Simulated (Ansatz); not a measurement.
LuPb2: stiffness from a series of strains

```
CELL_PARAMETERS angstrom
-1.85305 1.85305 6.56000
1.85305 -1.85305 6.56000
1.85305 1.85305 -6.56000
ATOMIC_POSITIONS crystal
Lu 0.00000 0.00000 0.00000
Pb 0.33300 0.33300 0.00000
Pb 0.66700 0.66700 0.00000
```

Atoms are numbered in the order listed.

The cell comes from COD entry 1522501, which wasn't checked; take it as a given geometry.

Spin–orbit coupling is left out, though it moves levels of the heavy atoms by tenths of an eV or more.

Method: DFT, PBEsol, all-electron LAPW, scalar-relativistic (Ansatz 0.2.0).

Settings: a Γ-centred 12×12×12 k mesh, Fermi–Dirac smearing of 0.05 eV, basis error target 1 meV/atom, no spin polarisation.

The strain is applied along the Cartesian axes of the cell as listed (the other components stay zero). Fractional coordinates are held (clamped ions).

σ is the change of stress from the unstrained cell, which is at -3.69 GPa; tension is positive, so slopes are stress–strain coefficients at that pressure. In a metal the k mesh adds noise.

Only quantities that a quadratic follows smoothly over the whole series are listed; rougher ones are left out.

```
εxx = εyy  σzz (GPa)  σxx (GPa)
  -0.0200      -1.42      -1.82
   0.0000       0.00       0.00
   0.0100       0.58       0.79
   0.0200       1.10       1.50
```

Fit the series and read off the stiffness at zero strain.

Least-squares fits y = p0 + p1 x + p2 x² to the rows give σzz (GPa): p1 = 62.9, p2 = -390; σxx (GPa): p1 = 83, p2 = -400. So C13 + C23 = 63 GPa and C11 + C12 = 83 GPa, for these axes.

One run, at εxx = εyy = -0.0100, is withheld. Predict its row.

The fits give -0.67, -0.87; the run gave -0.67, -0.87.
